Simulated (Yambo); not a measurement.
RPA spectrum of TiCdO$_{3}$ (space group R-3, No. 148) on PBEsol bands in Yambo (4×4×4 mesh, 119 bands, 3 Ry local-field block, 0.2 eV broadening; field along x). CGrdSpXd merges neighbouring transition energies to save time; the report line [X-CG] gives the poles kept by one of the 4 MPI tasks, and where the merging fails may depend on that split. Axes are Cartesian, with cell vectors (Å) (2.63, 1.52, 4.97), (-2.63, 1.52, 4.97), (0.00, -3.04, 4.97).

```json
[
 {"CGrdSpXd asked (%)": "100", "share reached (%)": "100", "poles used (one task)": "8053", "static ε": "5.99", "largest change of Im ε (% of its maximum)": "0.0", "rough time": "1"},
 {"CGrdSpXd asked (%)": "70", "share reached (%)": "69", "poles used (one task)": "5635", "static ε": "5.99", "largest change of Im ε (% of its maximum)": "0.0", "rough time": "within a factor of two"},
 {"CGrdSpXd asked (%)": "30", "share reached (%)": "29", "poles used (one task)": "2415", "static ε": "5.99", "largest change of Im ε (% of its maximum)": "0.4", "rough time": "within a factor of two"},
 {"CGrdSpXd asked (%)": "15", "share reached (%)": "1", "poles used (one task)": "98", "static ε": "6.03", "largest change of Im ε (% of its maximum)": "5.8", "rough time": "about 1/3"},
 {"CGrdSpXd asked (%)": "5", "share reached (%)": "1", "poles used (one task)": "98", "static ε": "6.03", "largest change of Im ε (% of its maximum)": "5.8", "rough time": "about 1/3"}
]
```

All runs end normally. In the runs at 15 %, 5 % few poles are left or the spectrum changes by over a quarter of its peak, and no warning says so. Times are rough ratios from shared machines. The k mesh wasn't tested; the rows compare only with each other.

Spin-orbit coupling is not included.

Geometry of the Materials Project entry, not relaxed at this level; primitive cell a = 5.823 Å, b = 5.823 Å, c = 5.823 Å, α = 53.70°, β = 53.70°, γ = 53.70°.
